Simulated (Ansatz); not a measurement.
Here is the system:

WCl4:
```cif
data_Cl16W4
_chemical_formula_sum 'W4 Cl16'
_space_group_name_H-M_alt 'C2/m'
_space_group_IT_number 12
_space_group_name_Hall '-C 2y'
_cell_length_a 11.87916
_cell_length_b 6.44622
_cell_length_c 8.14698
_cell_angle_alpha 90.000
_cell_angle_beta 131.088
_cell_angle_gamma 90.000
loop_
_atom_site_label
_atom_site_type_symbol
_atom_site_symmetry_multiplicity
_atom_site_Wyckoff_symbol
_atom_site_fract_x
_atom_site_fract_y
_atom_site_fract_z
_atom_site_occupancy
W1 W 4 g 0.00000 0.20381 0.00000 1
Cl1 Cl 4 i 0.18154 0.50000 0.15436 1
Cl2 Cl 4 i 0.21773 0.00000 0.18485 1
Cl3 Cl 8 j 0.02562 0.23827 0.30300 1
```
(The calculation used a cell of 10 atoms; values per cell refer to that cell.)

This is the r²SCAN+D4-relaxed structure.

All from plane-wave PAW r²SCAN+D4 (Ansatz code), unless another level is named. Predict the band gap.

0.40 eV (indirect).

What about the smallest direct gap on the standard path?

0.50 eV.

Next, the hole effective mass?

1.4, 2.0, 2.2 mₑ (principal values).

What about the electron effective mass?

2.6, 3.3, 6.6 mₑ (principal values).

And the formation energy from the elements (no fitted shifts)?

-0.96 eV/atom.

The workflow started from a Materials Project entry (that database holds measured and hypothetical structures alike); the Crystallography Open Database copy checked does not list it. Whether it is the stable phase at ambient conditions was not checked. The r²SCAN+D4 relaxation kept the symmetry of its start; whether a distortion lowers the energy is not shown. The run is not spin-polarised. The references are the lowest solids computed at this level, not always the standard phases (solids in place of the gases). Spin–orbit coupling is left out wherever it is not named.

Potentials: the later of the program's two PAW sets.
